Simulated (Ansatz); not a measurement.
# Property card for ZnCdSe₂

ZnCdSe2:
```
CELL_PARAMETERS angstrom
      4.12113     0.00000     0.00000
      0.00000     4.12113     0.00000
      0.00000     0.00000     5.91038
ATOMIC_POSITIONS crystal
  Zn 0.50000 0.50000 0.50000
  Cd 0.00000 0.00000 0.00000
  Se 0.00000 0.50000 0.72673
  Se 0.50000 0.00000 0.27327
```

Space group P-4m2 (No. 115); conventional cell a = b = 4.121 Å, c = 5.910 Å, α = β = γ = 90.00°.

Method: DFT-PBEsol in the program Ansatz with PAW potentials. Geometry: relaxed at this level of theory. Other levels are named where they apply.

Cell and energy:

- Volume per atom = 25.10 Å³
- Density = 5.55 g/cm³
- Formation energy from the elements (no fitted shifts) = -59 kJ/mol-atom

Electronic structure:

- Band gap: 0.73 eV (direct)
- Valence-band maximum: at Γ
- Conduction-band minimum: at Γ
- Electron effective mass: 0.065, 0.065, 0.079 mₑ (principal values)
- Electron effective mass with spin–orbit coupling: 0.062, 0.062, 0.075 mₑ (principal values)
- Hole effective mass, band 1 of 2 at the edge: 3.2 along x, 0.63 along z (mₑ)
- Hole effective mass, band 2 of 2 at the edge: 0.063 along x, 0.63 along z (mₑ)
- Hole effective mass with spin–orbit coupling: 0.10, 0.10, 0.60 mₑ (principal values)
- HSE06 gap on the PBEsol cell: 1.87 eV
- Gap with spin–orbit coupling: 0.61 eV

Mechanics:

- Bulk modulus (Birch–Murnaghan fit): 57.9 GPa
- Pressure derivative B′: 4.6
- Elastic constants (relaxed ions, GPa): C11 = 90.7, C12 = 31.9, C13 = 49.9, C33 = 77.2, C44 = 28.8, C66 = 12.4
- Mechanical stability: stable (all eigenvalues of C positive)
- Hill bulk and shear moduli: 58.0 and 20.8 GPa
- Young's modulus: 55.6 GPa
- Poisson's ratio: 0.34
- Debye temperature from the elastic constants: 221 K
- Piezoelectric stress constants (proper, relaxed ions, C/m²): e15 = 0.08, e24 = -0.08, e31 = 0.06, e32 = -0.06

Dielectric response:

Electronic dielectric constant ε∞ (DFPT): 7.85 (xx = yy), 7.80 (zz)
Static dielectric constant ε0 (ions relaxed, cell fixed): 11.2 (xx = yy), 10.8 (zz)
Born charges (a third of the trace): Zn +2.08, Cd +2.20, Se -2.14 e

Phonons:

- Highest zone-centre frequency (without LO–TO term) = 202 cm⁻¹
- Zone-centre stability = no imaginary mode at Γ

The first step of the workflow began from a Materials Project structure, measured or hypothetical; the Crystallography Open Database copy checked does not list it. Whether it is the stable phase at ambient conditions was not checked. Symmetry was held in the PBEsol relaxation. Signs of piezoelectric constants follow the polarity of the cell as given. The references are the lowest solids computed at this level, not always the standard phases. Scalar-relativistic: spin–orbit coupling is off unless named, which matters more the heavier the elements.

Potentials: the later of the program's two PAW sets.
